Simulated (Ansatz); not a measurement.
Cs$_{2}$AgBiBr$_{6}$:
```yaml
crystal:
  lattice:
    - [0.00000, 5.67217, 5.67217]
    - [5.67217, 0.00000, 5.67217]
    - [5.67217, 5.67217, 0.00000]
  atoms:
    - { symbol: Cs, position: [0.25000, 0.25000, 0.25000] }
    - { symbol: Cs, position: [0.75000, 0.75000, 0.75000] }
    - { symbol: Ag, position: [0.50000, 0.50000, 0.50000] }
    - { symbol: Bi, position: [0.00000, 0.00000, 0.00000] }
    - { symbol: Br, position: [0.74817, 0.25183, 0.25183] }
    - { symbol: Br, position: [0.25183, 0.74817, 0.74817] }
    - { symbol: Br, position: [0.25183, 0.74817, 0.25183] }
    - { symbol: Br, position: [0.74817, 0.25183, 0.74817] }
    - { symbol: Br, position: [0.25183, 0.25183, 0.74817] }
    - { symbol: Br, position: [0.74817, 0.74817, 0.25183] }
```

Relaxed with r²SCAN.

Problem. Map the electron localisation function on the plane through (0.250, 0.250, 0.250) spanned by u = [1, 0, 0] and v = [-1, 1, 1] in lattice vectors, from r²SCAN (plane waves, PAW; program Ansatz).

Solution. x is the fraction of u, y of v (the angle between them is 90°; rows are the nearest grid lines); atoms in the plane: Cs at (0.00, 0.00), Cs at (0.00, 0.50), Ag at (0.50, 0.25), Bi at (0.50, 0.75), Br at (0.50, 0.00), Br at (0.50, 0.50).
```
|0027999720015899971001799985100279997200|
|7799998510003689998778999863000158999977|
|9999986300001467889999887641000036899999|
|8775310000000001223333221000000000135778|
|0000000000000013344554433100000000000000|
|0000000000001234542102454321000000000000|
|0000000000001234531111354321000000000000|
|0000000000000124454334544210000000000000|
|3210000000000001223333221000000000000123|
|9999862000000124567777654210000002689999|
|9999986300001467889999887641000036899999|
|0158999720014799984004899974100279998510|
|0158999720015899983003899985100279998510|
|9999986300001468899999988641000036899999|
|9999863000000124567777654210000003689999|
|3210000000000000011111100000000000000123|
|0000000000000012345665432100000000000000|
|0000000000000013467887643100000000000000|
|0000000000000012456776542100000000000000|
|0000000000000001123443211000000000000000|
|8775310000000001111221111000000000135778|
|9999986300001468899999988641000036899999|
|7799998510003789998668999873000158999977|
|0027999720015899971001799985100279997200|
```
Scale: ten equal steps from 0.000 (start of '0') to 0.898 (end of '9'), in the order '0123456789'; x runs from 0.000 to 1.00, y from 0.000 (bottom) to 1.00 (top).

The density is the valence pseudo-density with augmentation charge, so density and ELF within about 1 Å of a nucleus are not all-electron values.

Space group Fm-3m. Symmetry was held in the r²SCAN relaxation. The run is not spin-polarised. Spin–orbit coupling is left out wherever it is not named.

Potentials: the later of the program's two PAW sets.
